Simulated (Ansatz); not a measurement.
With plane-wave PAW PBEsol (Ansatz code), InGaSbAs in the orthorhombic phase (Pmm2; In on 1a, As on 1b, Ga on 1d, Sb on 1c) relaxes to a = 4.283 Å, b = 4.320 Å, c = 6.129 Å. In has 4 nearest neighbours from 2.64 Å (tetrahedral); As has 4 nearest neighbours from 2.52 Å (tetrahedral); Ga has 4 nearest neighbours from 2.52 Å (tetrahedral); Sb has 4 nearest neighbours from 2.63 Å (tetrahedral). Its formation energy from the elements is -0.14 eV/atom, with no fitted shifts.

Electronic character: no gap, with almost no states at the Fermi level (zero-gap or semimetallic).

An equation-of-state fit gives a bulk modulus of 528 kbar.

The start of the workflow was typed in or built on a structure type; neither database checked (COD, Materials Project) lists it. Its standing as an ambient phase is unchecked. Symmetry was held in the PBEsol relaxation; its stability against distortions is not shown here. The references are the lowest solids computed at this level, not always the standard phases. Spin–orbit coupling is left out wherever it is not named.

Potentials: the later of the program's two PAW sets.
